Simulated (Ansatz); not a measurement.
# What DFT gives for MnPbO3

```
CELL_PARAMETERS angstrom
3.76294 0.00000 0.00000
0.00000 3.76294 0.00000
0.00000 0.00000 3.76294
ATOMIC_POSITIONS crystal
Mn 0.00000 0.00000 0.00000
O 0.50000 0.00000 0.00000
O 0.00000 0.50000 0.00000
O 0.00000 0.00000 0.50000
Pb 0.50000 0.50000 0.50000
```

Single point in Ansatz 0.2.0 with r2SCAN, with U_eff = 2.21 eV on Mn d (all-electron-ortho-atomic projectors), collinear spin. Cutoff 500 eV, PAW datasets, 6×6×6 Γ-centred k mesh, fermi-dirac filling (width 0.0749 eV).

Magnetic state (reached from a saved solution, and it need not be the lowest): Mn1 up.

(1) What happens at the Fermi level?

(2) Give the Bader charges.

(3) Describe some of the short contacts.

(4) Are the atoms at rest?

Origin: a known structure type with other elements, at an estimated volume, so it need not be a known compound. Caveats: another magnetic order, which this cell may not hold, can open a gap; atoms or cell far from equilibrium.

Results:

(1) It is a metal, with about 1 states/eV a cell as the mean within 0.25 eV of the Fermi level, mostly O p (49 %), Mn d (27 %) and Pb s (17 %).

(2) Bader charges in e: Mn +2.00, Pb +1.52, O -1.17. In the mean Mn gives up most and O takes most.

(3) Mn–O at 1.88 Å: least valence density 0.80 e/Å³ and ELF 0.23 there. Pb–O at 2.66 Å: least valence density 0.22 e/Å³ and ELF 0.12 there. These are pseudo-fields; inside the PAW spheres they differ from the all-electron ones.

(4) The forces vanish by the symmetry of the sites.
